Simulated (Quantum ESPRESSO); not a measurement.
## Al2IrSn2Ta2Nb (one composition in several site orders)

Simulated, not a measurement. The program is pw.x of Quantum ESPRESSO 7.5 (plane-wave density functional theory). The cell is made up: eight metal atoms on a hexagonal close-packed lattice, with elements, volume, strain and displacements drawn at random and not relaxed, so it may be unstable or far from any real phase. PseudoDojo standard norm-conserving files set the functional (PBE unless stated); there is no spin polarisation or spin-orbit coupling, the Fermi-Dirac width of 0.25 eV means electrons at about 2900 K, and the masses in the input are unused placeholders. The tin pseudopotential is less sure than most, with forces differing by about three percent from a second method on plain tin. Heavy elements are run without spin-orbit coupling, which real alloys of them have. A spin test at this wide smearing found no moment, but such smearing suppresses magnetism that the real alloy may have.

The runs put one composition on the sites in different orders. Cell, positions, cutoff, mesh and smearing stay as in the input of run 1; sites are counted in its order. Stress in the tables is positive in tension.

Input of run 1:

```
&control calculation='scf', pseudo_dir='./dojo.nc.sr.pbe.v0_5.standard.upf', outdir='./o', disk_io='minimal', tprnfor=.true., tstress=.true. /
&system ibrav=0, nat=8, ntyp=5, nbnd=58, ecutwfc=82.02448710, nosym=.true., tot_charge=0,
 occupations='smearing', smearing='fd', degauss=0.0183746611
/
&electrons conv_thr=1.470e-08, electron_maxstep=70, mixing_beta=0.5 /
ATOMIC_SPECIES
Al 1.0 Al.upf
Ir 1.0 Ir.upf
Nb 1.0 Nb.upf
Sn 1.0 Sn.upf
Ta 1.0 Ta.upf
CELL_PARAMETERS angstrom
-0.0239 0.0156 4.8664
5.9213 -0.0481 -0.0293
-3.0023 5.2784 0.0312
ATOMIC_POSITIONS angstrom
Al -0.0012 -0.0489 -0.0553
Ir -1.4834 2.607 -0.026
Al 2.9714 0.0714 0.0683
Sn 1.491 2.5396 -0.0692
Ta 0.079 1.723 2.5408
Nb -1.4634 4.4114 2.5593
Ta 2.8848 1.7035 2.5093
Sn 1.4725 4.3739 2.4399
K_POINTS automatic
5 5 5 1 1 1
```

| run | elements on sites 1 to 8 | free energy less that of run 1 (eV) | -TS (eV) | pressure (GPa) | stress xx (GPa) | stress yy (GPa) | stress zz (GPa) | stress yz (GPa) | stress xz (GPa) | stress xy (GPa) | iterations |
| --- | --- | --- | --- | --- | --- | --- | --- | --- | --- | --- | --- |
| 1 | Al Ir Al Sn Ta Nb Ta Sn | 0.000 | -0.952 | -5.10 | 6.76 | 8.68 | -0.14 | -0.22 | -0.89 | -0.66 | 13 |
| 2 | Al Nb Ta Al Ir Sn Ta Sn | 0.652 | -1.230 | -3.91 | 2.46 | 7.92 | 1.36 | 0.53 | 0.10 | -0.03 | 13 |
| 3 | Sn Nb Al Ta Al Sn Ir Ta | 0.376 | -1.229 | -5.79 | 7.42 | 9.05 | 0.91 | 0.01 | -0.46 | -0.52 | 13 |
| 4 | Al Al Nb Sn Ta Ir Sn Ta | 0.913 | -1.264 | -4.71 | 5.89 | 7.82 | 0.43 | -0.93 | -0.73 | 1.05 | 13 |
| 5 | Sn Al Ta Sn Al Nb Ir Ta | 0.601 | -1.201 | -3.97 | 5.01 | 4.15 | 2.76 | 0.59 | -0.15 | -1.89 | 13 |
| 6 | Sn Sn Ir Ta Al Al Nb Ta | 0.853 | -1.385 | -2.94 | 4.85 | 4.45 | -0.47 | -0.14 | -0.68 | 1.27 | 13 |

Forces Fx Fy Fz (eV/Å):

| site | run 1 | run 2 | run 3 | run 4 | run 5 | run 6 |
| --- | --- | --- | --- | --- | --- | --- |
| 1 | 0.34 0.03 0.80 | -0.19 0.83 0.34 | -0.37 0.17 1.15 | 0.19 -0.27 0.47 | 0.02 0.33 1.12 | -0.14 0.26 0.82 |
| 2 | 0.04 -0.24 0.56 | 0.45 -0.23 0.85 | 0.60 0.01 0.76 | 0.47 0.83 0.32 | -0.01 0.14 0.27 | 0.61 -0.11 0.88 |
| 3 | 0.05 -0.33 -0.08 | 0.40 -0.27 -0.04 | 0.18 0.03 -0.01 | 1.04 -0.96 0.04 | 0.30 -0.79 0.04 | -0.40 -0.84 -0.04 |
| 4 | -0.18 0.48 1.97 | -0.58 0.07 0.49 | -0.06 1.02 0.88 | -1.05 1.35 1.77 | -0.10 0.65 0.94 | -0.16 0.50 0.94 |
| 5 | -1.15 -0.29 -1.40 | 0.28 -0.20 -0.07 | -0.22 0.45 -0.98 | -1.87 -0.04 -1.36 | -0.57 0.20 -0.82 | -0.58 0.03 -0.85 |
| 6 | -0.27 0.10 -0.58 | -0.37 -0.67 -0.85 | 0.25 -0.66 -1.02 | -0.56 -0.56 -0.02 | 0.09 -0.79 -0.85 | 0.34 0.14 -0.58 |
| 7 | 1.25 -0.33 -0.89 | 0.13 0.22 -0.56 | 0.09 -0.57 -0.40 | 2.02 -0.37 -1.06 | 0.70 0.27 -0.40 | 0.69 0.19 -0.81 |
| 8 | -0.07 0.57 -0.39 | -0.12 0.26 -0.17 | -0.47 -0.46 -0.35 | -0.24 0.02 -0.14 | -0.43 0.01 -0.30 | -0.37 -0.17 -0.36 |

The sites are displaced and not relaxed, so the energy differences mix bonding between neighbours with strain and are not ordering energies. A rerun of one cell of this series at a higher cutoff and on a denser mesh moved values by no more than 0.002 eV in energy, 0.03 GPa in stress and 0.006 eV/Å in force, and a second program with other atomic files agreed on that cell to 2 % rms in force and 0.5 GPa in pressure.